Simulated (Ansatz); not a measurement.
**Ag, first-principles data**

Ag:
```yaml
crystal:
  lattice:
    - [2.77992, 0.00000, 0.00000]
    - [-1.38996, 2.40749, 0.00000]
    - [0.00000, 0.00000, 2.70427]
  atoms:
    - { symbol: Ag, position: [0.00000, 0.00000, 0.00000] }
```

Space group P6/mmm (No. 191), simple hexagonal; conventional cell a = 2.780 Å, b = 2.780 Å, c = 2.704 Å, α = 90.00°, β = 90.00°, γ = 120.00°.

Method: DFT-PBEsol in the program Ansatz with PAW potentials. Structure relaxed to zero pressure with the same functional. Other levels are named where they apply.

### Cell and energy

```json
{
  "volume_per_atom": "18.10 Å³",
  "density": "9.90 g/cm³"
}
```

### Electronic structure

```json
{
  "electronic_character": "metallic (no gap)",
  "Density of states at the Fermi level": "0.27 states/eV per atom (mean over ±0.08 eV)",
  "Gap with spin–orbit coupling": "none (metallic)"
}
```

### Mechanics

```json
{
 "Bulk modulus (Birch–Murnaghan fit)": "100.0 GPa",
 "Pressure derivative B′": "5.7",
 "Elastic constants (relaxed ions, GPa)": "C11 = 199, C12 = 96.6, C13 = 18.5, C33 = 237, C44 = -16.5",
 "mechanical_stability": "unstable (C has a negative eigenvalue)"
}
```

The start of the workflow was typed in or built on a structure type; neither database checked (COD, Materials Project) lists it. It is not the phase usual at ambient conditions (space group No. 225). The PBEsol relaxation kept the symmetry of its start. The run is not spin-polarised. As this level gives no gap, shear constants depend on the k-mesh and smearing (Fermi–Dirac, 0.1 eV here). Axis ratios of metals converge slowly with the k-mesh, so a and c are less sure than the volume. Scalar-relativistic: spin–orbit coupling is off unless named, which matters more the heavier the elements.

Potentials: the later of the program's two PAW sets.
